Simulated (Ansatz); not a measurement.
According to the program Ansatz at the PBE level (PAW), Sn₅Se₈ in the trigonal phase (P-3m1; Pearson symbol hP13) relaxes to a = 7.909 Å, c = 7.238 Å. Sn on 1a has 6 nearest neighbours from 2.79 Å (octahedral); Se on 2d has 3 nearest neighbours from 2.78 Å (trigonal pyramidal); Sn on 3e has 6 nearest neighbours from 2.78 Å (octahedral). Against the elements it lies at -332 meV/atom, with no fitted shifts.

Electronic character: metallic (no gap).

The start of the workflow was typed in or built on a structure type; neither database checked (COD, Materials Project) lists it. Whether it is the stable phase at ambient conditions was not checked. Symmetry was held in the PBE relaxation; its stability against distortions is not shown here. The references are the lowest solids computed at this level, not always the standard phases. Spin–orbit coupling is left out wherever it is not named.

Potentials: the earlier of the program's two PAW sets.
